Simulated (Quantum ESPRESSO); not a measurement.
# Al8P6CSe: one run as intended and one with a planted mistake

Simulated, not a measurement. The program is pw.x of Quantum ESPRESSO 7.5 (plane-wave density functional theory). The cell is made up: 16 atoms on a doubled zincblende/diamond lattice, with randomly drawn elements, strain and displacements, not relaxed. PseudoDojo standard norm-conserving files (v0.5 for PBE, v0.4.1 for LDA and PBEsol) set the functional; there is no spin polarisation, spin-orbit coupling or dispersion term, and the masses in the input are unused placeholders.

Intended input:

```
&control calculation='scf', pseudo_dir='./dojo.nc.sr.pbe.v0_5.standard.upf', outdir='./o', disk_io='low', tprnfor=.true., tstress=.true. /
&system ibrav=0, nat=16, ntyp=4, nbnd=43, ecutwfc=85.99341389, nosym=.true., tot_charge=0,
 occupations='smearing', smearing='fd', degauss=0.0018374661
/
&electrons conv_thr=7.350e-09, electron_maxstep=60, /
ATOMIC_SPECIES
Al 1.0 Al.upf
C 1.0 C.upf
P 1.0 P.upf
Se 1.0 Se.upf
CELL_PARAMETERS angstrom
5.6969 -0.0402 -0.0131
-0.0402 5.6208 -0.0412
-0.0262 -0.0824 11.2119
ATOMIC_POSITIONS angstrom
Al 0.0295 -0.1019 -0.0978
Al 0.1539 2.8288 2.8742
Al 3.0263 0.1046 2.6794
Al 2.7972 2.7982 0.2081
Al -0.1024 -0.0651 5.6123
Al -0.1269 2.8842 8.3867
Al 2.7293 0.016 8.5254
Al 2.8194 2.7719 5.5953
P 1.3371 1.3161 1.4762
C 1.5514 4.0009 4.1727
P 4.2733 1.4152 4.1734
P 4.2646 4.1391 1.3584
P 1.3558 1.3465 6.8868
P 1.3693 4.2059 9.7866
P 4.0029 1.2331 9.8576
Se 4.2036 4.2806 6.9812
K_POINTS automatic
4 4 2 1 1 1
```

The log is shortened where brackets say so; the opening notice, blank lines, dates and the lines on written files are dropped, and the path of the files is cut. It prints rydbergs, bohrs and kilobars, and counts compression as positive stress. Where no state is partly filled, the Fermi energy that it prints is only some level between the filled and the empty states on the mesh, and need not lie in the true gap.

Log of the intended run:

```
     Program PWSCF v.7.5
     Parallel version (MPI & OpenMP), running on       4 processor cores
     Number of MPI processes:                 4
     Threads/MPI process:                     1
     [start-up lines left out]
     bravais-lattice index     =            0
     lattice parameter (alat)  =      10.7659  a.u.
     unit-cell volume          =    2422.5056 (a.u.)^3
     number of atoms/cell      =           16
     number of atomic types    =            4
     number of electrons       =        74.00
     number of Kohn-Sham states=           43
     kinetic-energy cutoff     =      85.9934  Ry
     charge density cutoff     =     343.9737  Ry
     scf convergence threshold =      7.3E-09
     mixing beta               =       0.7000
     number of iterations used =            8  plain     mixing
     Exchange-correlation= PBE
                           (   1   4   3   4   0   0   0)
     [axes and pseudopotential details left out]
   Cartesian axes
     site n.     atom                  positions (alat units)
         1        Al     tau(   1) = (   0.0051781  -0.0178864  -0.0171668  )
         2        Al     tau(   2) = (   0.0270139   0.4965371   0.5045061  )
         3        Al     tau(   3) = (   0.5312041   0.0183604   0.4703130  )
         4        Al     tau(   4) = (   0.4909904   0.4911659   0.0365276  )
         5        Al     tau(   5) = (  -0.0179742  -0.0114270   0.9851227  )
         6        Al     tau(   6) = (  -0.0222747   0.5062614   1.4721110  )
         7        Al     tau(   7) = (   0.4790719   0.0028085   1.4964569  )
         8        Al     tau(   8) = (   0.4948871   0.4865495   0.9821387  )
         9        P      tau(   9) = (   0.2347001   0.2310140   0.2591162  )
        10        C      tau(  10) = (   0.2723160   0.7022749   0.7324308  )
        11        P      tau(  11) = (   0.7500891   0.2484090   0.7325537  )
        12        P      tau(  12) = (   0.7485619   0.7265330   0.2384389  )
        13        P      tau(  13) = (   0.2379825   0.2363501   1.2088347  )
        14        P      tau(  14) = (   0.2403522   0.7382584   1.7178343  )
        15        P      tau(  15) = (   0.7026259   0.2164451   1.7302969  )
        16        Se     tau(  16) = (   0.7378547   0.7513704   1.2254046  )
     number of k points=    16  Fermi-Dirac smearing, width (Ry)=  0.0018
                       cart. coord. in units 2pi/alat
        k(    1) = (   0.1262054   0.1285387   0.1282711), wk =   0.1250000
        k(    2) = (   0.1256080   0.1266721  -0.1258070), wk =   0.1250000
     [further k points left out]
     Dense  grid:   260983 G-vectors     FFT dimensions: (  64,  64, 125)
     Estimated max dynamical RAM per process >     505.06 MB
     Estimated total dynamical RAM >       1.79 GB
     Initial potential from superposition of free atoms
     starting charge      73.9795, renormalised to      74.0000
     Starting wfcs are   69 randomized atomic wfcs
     total cpu time spent up to now is        6.8 secs
     per-process dynamical memory:   363.3 Mb
     Self-consistent Calculation
     iteration #  1     ecut=    85.99 Ry     beta= 0.70
     Davidson diagonalization with overlap
     ethr =  1.00E-02,  avg # of iterations =  4.0
     total cpu time spent up to now is       18.3 secs
     total energy              =    -374.02222854 Ry
     estimated scf accuracy    <       1.80329123 Ry
     iteration #  2     ecut=    85.99 Ry     beta= 0.70
     Davidson diagonalization with overlap
     ethr =  2.44E-03,  avg # of iterations =  7.5
     total cpu time spent up to now is       32.1 secs
     total energy              =    -372.50998293 Ry
     estimated scf accuracy    <      18.52460884 Ry
     [iterations 3 to 13 left out]
     iteration # 14     ecut=    85.99 Ry     beta= 0.70
     Davidson diagonalization with overlap
     ethr =  1.10E-10,  avg # of iterations =  3.1
     total cpu time spent up to now is      173.7 secs
     total energy              =    -374.96333094 Ry
     estimated scf accuracy    <       0.00000002 Ry
     iteration # 15     ecut=    85.99 Ry     beta= 0.70
     Davidson diagonalization with overlap
     ethr =  2.67E-11,  avg # of iterations =  2.5
     total cpu time spent up to now is      183.1 secs
     End of self-consistent calculation
     [lines on levels left out]
     the Fermi energy is     5.5627 ev
!    total energy              =    -374.96333094 Ry
     estimated scf accuracy    <          1.6E-09 Ry
     smearing contrib. (-TS)   =      -0.00000000 Ry
     internal energy E=F+TS    =    -374.96333094 Ry
     The total energy is F=E-TS. E is the sum of the following terms:
     one-electron contribution =    -204.76508178 Ry
     hartree contribution      =     126.50590322 Ry
     xc contribution           =     -93.74235252 Ry
     ewald contribution        =    -202.96179985 Ry
     convergence has been achieved in  15 iterations
     Forces acting on atoms (cartesian axes, Ry/au):
     atom    1 type  1   force =    -0.03931265    0.03761244    0.04218038
     atom    2 type  1   force =     0.03323763    0.05016015    0.06555847
     atom    3 type  1   force =    -0.05828282   -0.06258679    0.05311328
     atom    4 type  1   force =    -0.03215639   -0.02207979   -0.03107528
     atom    5 type  1   force =     0.09905593    0.00556506   -0.11680734
     atom    6 type  1   force =     0.03608275   -0.06361442    0.02744538
     atom    7 type  1   force =    -0.06006396    0.00248486   -0.04761950
     atom    8 type  1   force =    -0.08209249    0.02165539   -0.10910151
     atom    9 type  3   force =     0.00911592    0.00307023   -0.03598726
     atom   10 type  2   force =    -0.01870733    0.00468462    0.00891505
     atom   11 type  3   force =     0.01855248    0.00317063    0.02567578
     atom   12 type  3   force =     0.04101095    0.01809313    0.00963277
     atom   13 type  3   force =    -0.00361897    0.01287310    0.05647874
     atom   14 type  3   force =     0.01173152   -0.05383414   -0.01162038
     atom   15 type  3   force =     0.08500150    0.06378765    0.02424708
     atom   16 type  4   force =    -0.03955406   -0.02104213    0.03896431
     Total force =     0.326747     Total SCF correction =     0.000122
     Computing stress (Cartesian axis) and pressure
          total   stress  (Ry/bohr**3)                   (kbar)     P=      -53.32
  -0.00040126   0.00011300  -0.00003810          -59.03       16.62       -5.60
   0.00011300  -0.00034164   0.00011695           16.62      -50.26       17.20
  -0.00003810   0.00011695  -0.00034453           -5.60       17.20      -50.68
     init_run     :      6.17s CPU      6.45s WALL (       1 calls)
     electrons    :    175.01s CPU    176.39s WALL (       1 calls)
     forces       :      2.69s CPU      2.76s WALL (       1 calls)
     stress       :      7.94s CPU      8.19s WALL (       1 calls)
     [timing details left out]
     PWSCF        :   3m12.19s CPU   3m14.29s WALL
     JOB DONE.
```

A second run has one planted mistake: the cell and the positions are scaled by a wrong factor. The input lines that differ, file-writing options aside:

```
- 5.6969 -0.0402 -0.0131
+ 5.6057 -0.0396 -0.0129
- -0.0402 5.6208 -0.0412
+ -0.0396 5.5309 -0.0405
- -0.0262 -0.0824 11.2119
+ -0.0258 -0.0811 11.0325
- Al 0.0295 -0.1019 -0.0978
+ Al 0.029 -0.1003 -0.0962
- Al 0.1539 2.8288 2.8742
+ Al 0.1514 2.7835 2.8282
- Al 3.0263 0.1046 2.6794
+ Al 2.9779 0.1029 2.6365
- Al 2.7972 2.7982 0.2081
+ Al 2.7524 2.7534 0.2048
- Al -0.1024 -0.0651 5.6123
+ Al -0.1008 -0.0641 5.5225
- Al -0.1269 2.8842 8.3867
+ Al -0.1249 2.8381 8.2525
- Al 2.7293 0.016 8.5254
+ Al 2.6856 0.0157 8.389
- Al 2.8194 2.7719 5.5953
+ Al 2.7743 2.7275 5.5058
- P 1.3371 1.3161 1.4762
+ P 1.3157 1.295 1.4526
- C 1.5514 4.0009 4.1727
+ C 1.5266 3.9369 4.1059
- P 4.2733 1.4152 4.1734
+ P 4.2049 1.3926 4.1066
- P 4.2646 4.1391 1.3584
+ P 4.1964 4.0729 1.3367
- P 1.3558 1.3465 6.8868
+ P 1.3341 1.325 6.7766
- P 1.3693 4.2059 9.7866
+ P 1.3474 4.1386 9.63
- P 4.0029 1.2331 9.8576
+ P 3.9389 1.2134 9.6999
- Se 4.2036 4.2806 6.9812
+ Se 4.1363 4.2121 6.8695
```

Its log:

```
     Program PWSCF v.7.5
     Parallel version (MPI & OpenMP), running on       4 processor cores
     Number of MPI processes:                 4
     Threads/MPI process:                     1
     [start-up lines left out]
     bravais-lattice index     =            0
     lattice parameter (alat)  =      10.5935  a.u.
     unit-cell volume          =    2308.0670 (a.u.)^3
     number of atoms/cell      =           16
     number of atomic types    =            4
     number of electrons       =        74.00
     number of Kohn-Sham states=           43
     kinetic-energy cutoff     =      85.9934  Ry
     charge density cutoff     =     343.9737  Ry
     scf convergence threshold =      7.3E-09
     mixing beta               =       0.7000
     number of iterations used =            8  plain     mixing
     Exchange-correlation= PBE
                           (   1   4   3   4   0   0   0)
     [axes and pseudopotential details left out]
   Cartesian axes
     site n.     atom                  positions (alat units)
         1        Al     tau(   1) = (   0.0051732  -0.0178920  -0.0171606  )
         2        Al     tau(   2) = (   0.0270075   0.4965345   0.5045083  )
         3        Al     tau(   3) = (   0.5312125   0.0183558   0.4703119  )
         4        Al     tau(   4) = (   0.4909867   0.4911651   0.0365332  )
         5        Al     tau(   5) = (  -0.0179812  -0.0114345   0.9851308  )
         6        Al     tau(   6) = (  -0.0222803   0.5062743   1.4721216  )
         7        Al     tau(   7) = (   0.4790706   0.0028006   1.4964712  )
         8        Al     tau(   8) = (   0.4948933   0.4865449   0.9821517  )
         9        P      tau(   9) = (   0.2347011   0.2310085   0.2591219  )
        10        C      tau(  10) = (   0.2723224   0.7022836   0.7324307  )
        11        P      tau(  11) = (   0.7500908   0.2484189   0.7325556  )
        12        P      tau(  12) = (   0.7485745   0.7265440   0.2384471  )
        13        P      tau(  13) = (   0.2379833   0.2363600   1.2088433  )
        14        P      tau(  14) = (   0.2403559   0.7382639   1.7178469  )
        15        P      tau(  15) = (   0.7026404   0.2164523   1.7303160  )
        16        Se     tau(  16) = (   0.7378536   0.7513752   1.2254153  )
     number of k points=    16  Fermi-Dirac smearing, width (Ry)=  0.0018
                       cart. coord. in units 2pi/alat
        k(    1) = (   0.1262066   0.1285369   0.1282705), wk =   0.1250000
        k(    2) = (   0.1256088   0.1266721  -0.1258056), wk =   0.1250000
     [further k points left out]
     Dense  grid:   248643 G-vectors     FFT dimensions: (  64,  64, 125)
     Estimated max dynamical RAM per process >     483.16 MB
     Estimated total dynamical RAM >       1.71 GB
     Initial potential from superposition of free atoms
     starting charge      73.9795, renormalised to      74.0000
     Starting wfcs are   69 randomized atomic wfcs
     total cpu time spent up to now is        6.4 secs
     per-process dynamical memory:   348.9 Mb
     Self-consistent Calculation
     iteration #  1     ecut=    85.99 Ry     beta= 0.70
     Davidson diagonalization with overlap
     ethr =  1.00E-02,  avg # of iterations =  4.0
     total cpu time spent up to now is       18.5 secs
     total energy              =    -374.07006942 Ry
     estimated scf accuracy    <       1.80631361 Ry
     iteration #  2     ecut=    85.99 Ry     beta= 0.70
     Davidson diagonalization with overlap
     ethr =  2.44E-03,  avg # of iterations =  7.4
     total cpu time spent up to now is       32.0 secs
     total energy              =    -372.51301267 Ry
     estimated scf accuracy    <      18.29452410 Ry
     [iterations 3 to 12 left out]
     iteration # 13     ecut=    85.99 Ry     beta= 0.70
     Davidson diagonalization with overlap
     ethr =  1.69E-10,  avg # of iterations =  4.0
     total cpu time spent up to now is      161.0 secs
     total energy              =    -374.99385525 Ry
     estimated scf accuracy    <       0.00000004 Ry
     iteration # 14     ecut=    85.99 Ry     beta= 0.70
     Davidson diagonalization with overlap
     ethr =  6.03E-11,  avg # of iterations =  3.9
     total cpu time spent up to now is      170.6 secs
     End of self-consistent calculation
     [lines on levels left out]
     the Fermi energy is     5.9741 ev
!    total energy              =    -374.99385525 Ry
     estimated scf accuracy    <          3.5E-09 Ry
     smearing contrib. (-TS)   =      -0.00000001 Ry
     internal energy E=F+TS    =    -374.99385525 Ry
     The total energy is F=E-TS. E is the sum of the following terms:
     one-electron contribution =    -199.76913104 Ry
     hartree contribution      =     125.15057198 Ry
     xc contribution           =     -94.11291931 Ry
     ewald contribution        =    -206.26237688 Ry
     convergence has been achieved in  14 iterations
     Forces acting on atoms (cartesian axes, Ry/au):
     atom    1 type  1   force =    -0.04486948    0.04397331    0.04584619
     atom    2 type  1   force =     0.03427028    0.05753834    0.06954425
     atom    3 type  1   force =    -0.06452238   -0.06949992    0.05745836
     atom    4 type  1   force =    -0.03745981   -0.02317543   -0.03562211
     atom    5 type  1   force =     0.10847730    0.00375875   -0.12973855
     atom    6 type  1   force =     0.03702581   -0.07145822    0.03033604
     atom    7 type  1   force =    -0.06581253    0.00019928   -0.05750016
     atom    8 type  1   force =    -0.08615510    0.02493070   -0.11488388
     atom    9 type  3   force =     0.00599557    0.00007475   -0.03882391
     atom   10 type  2   force =    -0.01898812    0.00925680    0.01039714
     atom   11 type  3   force =     0.02109255    0.00519873    0.02907016
     atom   12 type  3   force =     0.04769562    0.01851735    0.01315288
     atom   13 type  3   force =    -0.00447783    0.01415377    0.06080565
     atom   14 type  3   force =     0.01740485   -0.06366686   -0.01231086
     atom   15 type  3   force =     0.09554145    0.07229866    0.02943988
     atom   16 type  4   force =    -0.04521818   -0.02210000    0.04282892
     Total force =     0.360536     Total SCF correction =     0.000198
     Computing stress (Cartesian axis) and pressure
          total   stress  (Ry/bohr**3)                   (kbar)     P=      -23.91
  -0.00019938   0.00013834  -0.00003063          -29.33       20.35       -4.51
   0.00013834  -0.00014327   0.00014428           20.35      -21.08       21.22
  -0.00003063   0.00014428  -0.00014497           -4.51       21.22      -21.33
     init_run     :      6.09s CPU      6.34s WALL (       1 calls)
     electrons    :    162.92s CPU    164.18s WALL (       1 calls)
     forces       :      2.54s CPU      2.60s WALL (       1 calls)
     stress       :      7.54s CPU      7.77s WALL (       1 calls)
     [timing details left out]
     PWSCF        :   2m59.21s CPU   3m 1.12s WALL
     JOB DONE.
```

```
                                            intended run  run with the mistake
                          free energy (eV)     -5101.636             -5102.051
                    smearing term -TS (eV)        0.0000                0.0000
                            pressure (GPa)         -5.33                 -2.39
            largest force component (eV/Å)         3.003                 3.336
largest change of a force component (eV/Å)                               0.332
                                iterations            15                    14
```

For scale, a rerun of the intended cell at a cutoff of 1467 eV and k mesh 6 x 6 x 4 moved values by no more than 0.012 eV in energy, 0.02 GPa in stress and 0.005 eV/Å in force.